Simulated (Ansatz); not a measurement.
Relaxed-ion elastic tensor of MgS (rock salt, space group No. 225) in GPa (Voigt order), plane-wave PAW r²SCAN (Ansatz code); density 2.65 g/cm³, 17.63 Å³ per atom.

```
      1     2     3     4     5     6
-  ----  ----  ----  ----  ----  ----
1   152  43.9  43.9   0.0   0.0   0.0
2  43.9   152  43.9   0.0   0.0   0.0
3  43.9  43.9   152   0.0   0.0   0.0
4   0.0   0.0   0.0  60.1   0.0   0.0
5   0.0   0.0   0.0   0.0  60.1   0.0
6   0.0   0.0   0.0   0.0   0.0  60.1
```

Task: Is the crystal mechanically stable?

Result: Yes: the smallest eigenvalue of C is 60.1 GPa.

Task: Work out the Voigt, Reuss and Hill averages.

Result: K_V = 79.8, K_R = 79.8, K_H = 79.8; G_V = 57.6, G_R = 57.4, G_H = 57.5 GPa.

Task: Give Young's modulus, Poisson's ratio, Pugh's ratio and the universal anisotropy index.

Result: E = 9KG/(3K + G) = 139 GPa; ν = 0.21; K/G = 1.39 (brittle by the Pugh limit of 1.75); A_U = 5G_V/G_R + K_V/K_R − 6 = 0.01.

Task: Estimate the sound speeds and the Debye temperature.

Result: v_l = √((K + 4G/3)/ρ) = 7680 m/s, v_t = √(G/ρ) = 4650 m/s, mean 5140 m/s; Θ = (h/k)(3n/4πV)^(1/3) v_m = 588 K.

Task: Give the Zener ratio and Young's modulus along [100], [110] and [111].

Result: A = 2C44/(C11 − C12) = 1.12; 1/E = S11 − 2(S11 − S12 − S44/2)Γ with Γ = 0, 1/4, 1/3 gives 132, 141, 144 GPa.

Space group Fm-3m (rock salt). The cell was relaxed with r²SCAN under the symmetry of its start; phonons on a q-mesh show no instability.

Potentials: the earlier of the program's two PAW sets.
